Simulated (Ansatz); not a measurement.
GaP (zinc blende, F-43m), a = b = c = 5.4516 Å, α = β = γ = 90.00°; the cell used has 2 atoms.

Relaxed with r²SCAN. r²SCAN in the plane-wave PAW code Ansatz gives a gap of 1.85 eV.

What gap does HSE06 give on the same cell (Ansatz, PAW)?

2.26 eV, 0.41 eV more. The hybrid was solved on a coarser mesh and at special points; its gap is the smallest among all of these.

| k | v1 r²SCAN | c1 r²SCAN | v1 HSE06 | c1 HSE06 |
|---|---|---|---|---|
| Γ | 0.00 | 2.36 | [?] | [?] |
| X | -2.80 | 1.91 | [?] | [?] |
| L | -1.17 | 2.04 | [?] | [?] |
| W | -3.54 | 5.03 | [?] | [?] |
| K | -2.35 | 2.47 | -2.45 | 2.91 |

Top valence (v1) and lowest conduction level (c1) in eV from each method's valence maximum (which need not be a listed point): supply the withheld HSE06 values.


- Γ, v1 HSE06: 0.00
- Γ, c1 HSE06: 2.79
- X, v1 HSE06: -2.92
- X, c1 HSE06: 2.29
- W, v1 HSE06: -3.69
- W, c1 HSE06: 5.50
- L, v1 HSE06: -1.21
- L, c1 HSE06: 2.50

Cost on shared cores: the r²SCAN run (SCF on a 9×9×9 mesh, then bands and DOS) about 13 core-seconds (a rough figure), the HSE06 run (SCF on 7×7×7, then a few points) very roughly 60 core-seconds; the tasks are unlike.

Symmetry was held in the r²SCAN relaxation; phonons on a q-mesh show no instability. Spin–orbit coupling is left out wherever it is not named.

Potentials: the earlier of the program's two PAW sets.
